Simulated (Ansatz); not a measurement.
**Calculated electric field gradients for SiC**

The cell is a measured structure from the Crystallography Open Database (COD), atoms as given.

Space group Cmc2_1 (No. 36); a = 3.0778, b = 5.3350, c = 15.1219 Å.

```
site  Wyckoff  site symmetry       x       y       z
 Si1       4a            m..  0.5000  0.3327  0.1420
 Si3       4a            m..  0.5000  0.9993  0.4759
 Si5       4a            m..  0.5000  0.6643  0.3088
  C7       4a            m..  0.5000  0.0040  0.3497
  C9       4a            m..  0.5000  0.3400  0.0183
 C11       4a            m..  0.5000  0.6710  0.1832
```

One atom of each set is listed; the run and its k-mesh use a cell of 12 atoms with edges of 3.08, 3.08, 15.12 Å.

Computed with Ansatz: DFT, PBE, plane waves and PAW (field gradients read without the response of the frozen cores, which leaves them typically 4 to 6 % off), scalar-relativistic, 420 eV cutoff, Γ-centred 10×10×2 k-points, Fermi–Dirac smearing 0.02 eV.

Conventions: |V_zz| ≥ |V_yy| ≥ |V_xx|, η = (V_xx − V_yy)/V_zz, C_Q = eQV_zz/h.

| site | atoms | first shell | V_zz (10²¹ V/m²) | η | C_Q (MHz) |
| --- | --- | --- | --- | --- | --- |
| Si1 | 2 | 4 C at 1.87–1.91 Å | 0.74 | 0.47 | – |
| Si3 | 2 | 4 C at 1.87–1.92 Å | 0.70 | 0.87 | – |
| Si5 | 2 | 4 C at 1.87–1.92 Å | 0.95 | 0.92 | – |
| C7 | 2 | 4 Si at 1.87–1.92 Å | 0.30 | 0.19 | – |
| C9 | 2 | 4 Si at 1.87–1.92 Å | 0.11 | 0.28 | – |
| C11 | 2 | 4 Si at 1.87–1.91 Å | 0.076 | 0.48 | – |

Si, C have no stable isotope with a ground-state quadrupole moment in the table, so no C_Q is given.

At this cell the principal stresses reach 6 GPa in size with PBE, which can matter for small gradients. The largest force is 0.7 eV/Å, so the atoms aren't at the calculated equilibrium and relaxing them would move these values.

The run took 17 s of wall time (17 s of CPU time) and 0.54 GiB at its peak, on 1 thread of AMD EPYC 9R14 (Zen 4) (x86_64; 16 cores open to the job, memory cap 3.0 GiB, no GPU), a shared host with a load of 0.1 a core.
